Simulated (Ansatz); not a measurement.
Formation energy of AuCu3-type EuRe₃

Computed with Ansatz (plane waves, PAW, 420 eV cutoff): PBEsol, scalar-relativistic, collinear spin, Γ-centred 8×8×8 mesh, 0.05 eV Gaussian smearing; PAW files: Ansatz's generated set soft_2.

The structure was built from a prototype; whether the compound forms in it isn't claimed.

The structure is cubic, space group Pm-3m (No. 221). The conventional cell has a = 4.064 Å, b = 4.064 Å, c = 4.064 Å, α = 90.00°, β = 90.00°, γ = 90.00°. Eu (site symmetry m-3m) is surrounded by 12 Re at 2.87 Å. Re (site symmetry 4/mmm) is surrounded by 4 Eu at 2.87 Å and 8 Re at 2.87 Å. (Neighbours are counted to 15 % beyond the shortest distance.)

The elements were computed in their standard states with the same datasets, cutoff and functional. The compound's run is ferromagnetic, with site spin moments Eu 6.16; Re -0.10 μB. Absolute energies hang on the potentials; compare differences alone.

Energy of the relaxed cell (4 atoms, smearing extrapolated to zero): -40872.102 eV. Elements, in eV/atom: Eu -8664.407, Re -10737.247.

**Question.** What is the formation energy?

**Answer.** [-40872.102 − (1 × -8664.407 + 3 × -10737.247)] / 4 = 1.01 eV/atom, or 98 kJ per mole of atoms.

The value is for 0 K, without zero-point energy. A positive value means that this structure is unstable even against the elements at this level.

Without a U the 4f levels of Eu lie too near the Fermi level, so their share of the states there, and what hangs on it, is overstated. These numbers lack spin–orbit coupling. Site moments are of spin, integrated over atomic spheres. A displaced or strained copy of the relaxed cell lay 0.9 meV/atom lower, so on this mesh the structure isn't a minimum; in a metal a finer mesh can change so small a difference. Only parallel moments were tried, so the real magnetic order may be another.
